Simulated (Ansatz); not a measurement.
## ZnRe: energy along a strain

ZnRe, P-6m2, a = 2.748 Å, c = 4.494 Å (as given, not relaxed at this level: -9.3 GPa). The structure is a Materials Project entry; whether it is the stable form wasn't checked. Ansatz: PBEsol, PAW, 420 eV, Γ-centred 21×21×10 mesh on 2 atoms, Gaussian smearing 0.15 eV; no spin polarisation. Cell vectors (Å): 2.748 0.000 0.000; -1.374 2.380 0.000; 0.000 0.000 4.494. The cell is strained by x per cent times the pattern (0 0 1 0 0 0) in the order xx yy zz yz xz xy (engineering shears), with fractional coordinates held. y is the free energy over the start, V0 = 14.697 Å³/atom.

```tsv
x (%)	y (meV/atom)
-4.00	-8.98
-3.00	-11.95
-2.00	-11.27
-1.00	-7.20
0.00	0.00
1.00	10.08
2.00	22.80
3.00	37.94
3.50	?
4.00	55.29
```

Problem. Fit y = c1 x + c2 x² + c3 x³ to the other rows, get the stiffness along the pattern, and predict the missing energy.

Solution. Least squares on the rows shown. y = 8.6784 x + 1.4461 x² − 0.040303 x³. The clamped-ion stiffness p·C·p = 2 × 14.46 eV × 160.2 / 14.697 Å³ = 315 GPa, which is C33 in these axes (second derivative at the start, which stands under stress). At x = 3.50 the fit asked for gives 46.36 meV/atom. The run gave 46.35 meV/atom, so the fit is 0.01 meV/atom too high, within the rms miss on the fitted rows (0.02 meV/atom).

Spin–orbit coupling is left out, which can shift energies with elements as heavy as these.